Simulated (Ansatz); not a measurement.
The start is a generated trial cell of TiTe2 in the cotunnite structure type. A full variable-cell relaxation at zero pressure is run with r2SCAN (plane waves to 500 eV, PAW, scalar-relativistic; Ansatz, a quantum-chemistry and plane-wave program). First-step values are on the input's coarse k-mesh.

Ansatz input (later rounds restart from its end on a renewed k-mesh):
Ansatz 0.2 input:
```yaml
crystal:
  lattice:
    - [7.269842, 0, 0]
    - [0, 4.325615, 0]
    - [0, 0, 8.629098]
  atoms:
    - { symbol: Ti, position: [0.7377, 0.25, 0.5959] }
    - { symbol: Ti, position: [0.2377, 0.25, 0.9041] }
    - { symbol: Ti, position: [0.2623, 0.75, 0.4041] }
    - { symbol: Ti, position: [0.7623, 0.75, 0.0959] }
    - { symbol: Te, position: [0.625, 0.25, 0.9217] }
    - { symbol: Te, position: [0.125, 0.25, 0.5783] }
    - { symbol: Te, position: [0.375, 0.75, 0.0783] }
    - { symbol: Te, position: [0.875, 0.75, 0.4217] }
    - { symbol: Te, position: [0.5202, 0.25, 0.337] }
    - { symbol: Te, position: [0.0202, 0.25, 0.163] }
    - { symbol: Te, position: [0.4798, 0.75, 0.663] }
    - { symbol: Te, position: [0.9798, 0.75, 0.837] }
basis: { ecutwfc: 500, ecutrho_ratio: 4, xc_grid: 4, fft_grid_basis: typed }
kpoints: { mp_grid: { grid: [3, 5, 3] } }
hamiltonian:
  xc: r2scan
  dispersion: none
  pseudopotentials: { kind: paw }
scf: { occupations: { method: fermi_dirac, width: 0.05 } }
relax: { f_tol: 0.01, max_steps: 100, cell: { stress_tol: 0.02 } }
output: { forces: true, stress: true }
```

```json
{
  "initial_pressure": "+9 GPa (positive: the cell is compressed)",
  "largest_initial_force": "about 1.2 eV/Å, on Te5, Te6, Te7, Te8 (atoms numbered as listed)",
  "energy_released": "0.12 eV/atom",
  "volume_change": "+8.6 %, from 22.61 to 24.57 Å³/atom",
  "Shortest distances (start → end)": "The closest pairs of elements (up to four, under 3.6 Å), start → end: Te–Ti 2.74 → 2.89 Å; Te–Te 3.13 → 3.38 Å",
  "band_gap_at_the_end": "zero, with touching bands (no spin-orbit coupling). The gap comes from the SCF mesh and the high-symmetry points alone",
  "optimiser_moves": "13"
}
```

Relaxed structure:

Space group Pnma (No. 62); a = 7.6354 Å, b = 4.0833 Å, c = 9.4554 Å, α = 90.00°, β = 90.00°, γ = 90.00°

```tsv
atom	site	symmetry	x	y	z
Ti	4c	.m.	0.2475	0.2500	0.0984
Te	4c	.m.	0.1314	0.2500	0.4043
Te	4c	.m.	0.0131	0.2500	0.8548
```

Final values are on a 5×9×4 k-mesh of the relaxed cell. No spin polarisation in the result. Spin-orbit coupling is missing; with elements this heavy it can move band edges by tenths of an eV or more.

The run could not lose the symmetry of its start; a randomly shaken copy of 12 atoms returns to this structure.

The relaxed structure here is a generated cell of TiTe2: the first start was made by placing the elements on the sites of a structure type, and the end was not matched to a known phase here, so it may be hypothetical. Known forms of TiTe2 include space group No. 164.
